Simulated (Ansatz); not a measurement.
CH2O in its lowest state found on the top face of a (100) slab of TiC (Fm-3m (No. 225)), 4 planes, outer planes TiC (top) and TiC (bottom); 1 a cell of 36.83 Å², its atoms last:

```yaml
crystal:
  lattice:
    - [6.06863, 0.00000, 0.00000]
    - [0.00000, 6.06863, 0.00000]
    - [0.00000, 0.00000, 25.77335]
  atoms:
    - { symbol: Ti, position: [0.25000, 0.25000, 0.31040] }
    - { symbol: Ti, position: [0.25000, 0.75000, 0.31040] }
    - { symbol: Ti, position: [0.75000, 0.25000, 0.31040] }
    - { symbol: Ti, position: [0.75000, 0.75000, 0.31040] }
    - { symbol: C, position: [0.50000, 0.50000, 0.31040] }
    - { symbol: C, position: [0.50000, 0.00000, 0.31040] }
    - { symbol: C, position: [0.00000, 0.50000, 0.31040] }
    - { symbol: C, position: [0.00000, 0.00000, 0.31040] }
    - { symbol: Ti, position: [0.50000, 0.50000, 0.39365] }
    - { symbol: Ti, position: [0.50000, 0.00000, 0.39365] }
    - { symbol: Ti, position: [0.00000, 0.50000, 0.39365] }
    - { symbol: Ti, position: [0.00000, 0.00000, 0.39365] }
    - { symbol: C, position: [0.75000, 0.75000, 0.39365] }
    - { symbol: C, position: [0.75000, 0.25000, 0.39365] }
    - { symbol: C, position: [0.25000, 0.75000, 0.39365] }
    - { symbol: C, position: [0.25000, 0.25000, 0.39365] }
    - { symbol: Ti, position: [0.75068, 0.75088, 0.47621] }
    - { symbol: Ti, position: [0.75075, 0.24916, 0.47617] }
    - { symbol: Ti, position: [0.24913, 0.75098, 0.47618] }
    - { symbol: Ti, position: [0.24927, 0.24929, 0.47616] }
    - { symbol: C, position: [0.99987, 0.00002, 0.47682] }
    - { symbol: C, position: [0.99993, 0.50018, 0.47669] }
    - { symbol: C, position: [0.50000, 0.00003, 0.47679] }
    - { symbol: C, position: [0.50003, 0.50013, 0.47649] }
    - { symbol: Ti, position: [0.00007, 0.00085, 0.56012] }
    - { symbol: Ti, position: [0.00009, 0.49979, 0.55678] }
    - { symbol: Ti, position: [0.49948, 0.00031, 0.55700] }
    - { symbol: Ti, position: [0.49982, 0.50021, 0.55680] }
    - { symbol: C, position: [0.25109, 0.25138, 0.56190] }
    - { symbol: C, position: [0.25061, 0.74907, 0.56238] }
    - { symbol: C, position: [0.74898, 0.25122, 0.56228] }
    - { symbol: C, position: [0.74896, 0.74897, 0.56221] }
    - { symbol: C, position: [0.91734, 0.86149, 0.67819] }
    - { symbol: O, position: [0.99439, 0.00411, 0.65023] }
    - { symbol: H, position: [0.83604, 0.71401, 0.66146] }
    - { symbol: H, position: [0.92562, 0.87920, 0.72100] }
```

Theory: DFT PBE+D3(BJ), scalar-relativistic, plane waves, PAW in Ansatz 0.2.0. Cutoff 420 eV; k points 3×3×1 on the computed 36-atom cell (Γ-centred); Gaussian smearing, width 0.10 eV; no spin polarisation. A dipole correction removes the field between periodic images along c.

The clean top face has a work function of 4.56 eV. Adsorption changes the slab's dipole along +c by Δp = +0.3279 e·Å a cell (+1.57 D an adsorbate).

Q: What change of work function does the Helmholtz equation give?

A: A sheet of dipoles makes a step in an electron's potential energy of −e·Δp/(ε0·A), and e/ε0 = 180.95 eV·Å for Δp in e·Å: −180.95 × (0.3279)/36.83 = -1.61 eV. This is the change of φ(top) − φ(bottom). If the bottom face is unmoved, φ(top) becomes 2.95 eV.

Q: How does that compare with the calculation?

A: φ(top) changes by -1.61 eV and φ(bottom) by 0.00 eV, so their difference changes by -1.61 eV. The bottom face hardly moves.

Q: What does the sign say about the electrons?

A: The change of dipole points out of the surface, so the work function falls. The molecule's own dipole can set this sign. Δp also holds the adsorbate's own dipole and the moves of the surface atoms, so it isn't a charge transfer alone.

Spin polarisation was left out, and a magnetic state may lie lower.